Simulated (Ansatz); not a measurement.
BaAlGeH:
```cif
data_HAlBaGe
_chemical_formula_sum 'Ba1 Al1 Ge1 H1'
_space_group_name_H-M_alt 'P 1'
_space_group_IT_number 1
_cell_length_a 4.34597
_cell_length_b 4.34597
_cell_length_c 5.26413
_cell_angle_alpha 90.000
_cell_angle_beta 90.000
_cell_angle_gamma 120.000
loop_
_space_group_symop_operation_xyz
  'x, y, z'
loop_
_atom_site_label
_atom_site_type_symbol
_atom_site_fract_x
_atom_site_fract_y
_atom_site_fract_z
_atom_site_occupancy
Ba1 Ba 0.33333 0.66667 0.10177 1
Al1 Al 0.00000 0.00000 0.64161 1
Ge1 Ge 0.66667 0.33333 0.55408 1
H1 H 0.00000 0.00000 0.96854 1
```

Relaxed with r²SCAN. r²SCAN (plane waves, PAW; program Ansatz) gives a gap of 1.02 eV.

Problem. What gap does HSE06 give on the same cell (Ansatz, PAW)?

Solution. 1.21 eV, 0.19 eV more. The hybrid was solved on a coarser mesh and at special points; its gap is the smallest among all of these.

Cost on shared cores: the r²SCAN run (SCF on a 7×7×5 mesh, then bands and DOS) about 110 core-seconds (a rough figure), the HSE06 run (SCF on 6×6×4, then a few points) about 3 core-minutes (a rough figure); the tasks are unlike.

Space group P3m1. The workflow started from a Materials Project entry (that database holds measured and hypothetical structures alike); the Crystallography Open Database files this formula in space group No. 156, but the cells were not matched. Its standing as an ambient phase is unchecked. The cell was relaxed with r²SCAN under the symmetry of its start; its stability against distortions is not shown here. Scalar-relativistic: spin–orbit coupling is off unless named, which matters more the heavier the elements.

Potentials: the later of the program's two PAW sets.
